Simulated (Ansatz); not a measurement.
A crystal relaxed with r2SCAN in Ansatz has space group I-42m (No. 121) and a = 4.819 Å, c = 9.438 Å.

```json
{"atom": "Xx", "site": "4d", "x": "0.5000", "y": "0.0000", "z": "0.2500"}
{"atom": "Ga", "site": "8i", "x": "0.2814", "y": "0.7186", "z": "0.1372"}
{"atom": "Xx", "site": "2b", "x": "0.5000", "y": "0.5000", "z": "0.0000"}
{"atom": "As", "site": "2a", "x": "0.0000", "y": "0.0000", "z": "0.0000"}
```

The r2SCAN gap is direct at Γ: 0.68 eV. The HSE06 gap is direct at Γ: 1.25 eV. Meshes: r2SCAN 8×8×8, HSE06 4×4×4.

Task: Which element is Xx?
A. Sb
B. P
C. Bi
D. N

Result: D. Xx is N: an ordered 8-atom cell of Ga4AsN3 on the zincblende lattice (I-42m). N is surrounded by 4 Ga at 2.02 Å; Ga is surrounded by 3 N at 1.97–2.02 Å and 1 As at 2.31 Å; N is surrounded by 4 Ga at 1.97 Å; As is surrounded by 4 Ga at 2.31 Å.

No spin polarisation. The prototype was imposed, so other structures may be more stable.

Spin-orbit coupling is left out.

The meshes of the hybrids are coarse, so their gaps aren't converged to the digits shown.
